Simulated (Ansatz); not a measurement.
Phonon dispersion of Si

The calculation used DFT PBE, scalar-relativistic, plane waves, PAW (Ansatz 0.2.0). Settings: 420 eV plane-wave cutoff, Γ-centred 8×8×8 mesh, fixed occupations. No spin polarisation. Phonons by linear response, acoustic sum rule imposed.

Relaxed structure:
```
CELL_PARAMETERS angstrom
0.00000 2.73520 2.73520
2.73520 0.00000 2.73520
2.73520 2.73520 0.00000
ATOMIC_POSITIONS crystal
Si 0.00000 0.00000 0.00000
Si 0.25000 0.25000 0.25000
```

The cell has the diamond type, in a space group that the Crystallography Open Database lists for this formula; it was reached from a generator's guess.

Force constants from linear response on a 4×4×4 q mesh.

Task: Is the structure dynamically stable on the q mesh?

Result: Yes, on this mesh: no mode is imaginary.

Task: Give the frequencies (cm⁻¹) at the zone-boundary points of high symmetry (interpolated where a point lies off the q mesh).

Result:
```json
{"point": "X", "q": "0.500 0.000 0.500", "frequencies": "146 146 401 401 446 446"}
{"point": "U", "q": "0.625 0.250 0.625", "frequencies": "156 204 353 362 446 464"}
{"point": "K", "q": "0.375 0.375 0.750", "frequencies": "156 204 353 362 446 464"}
{"point": "L", "q": "0.500 0.500 0.500", "frequencies": "111 111 370 399 477 477"}
{"point": "W", "q": "0.500 0.250 0.750", "frequencies": "201 201 345 345 452 452"}
```
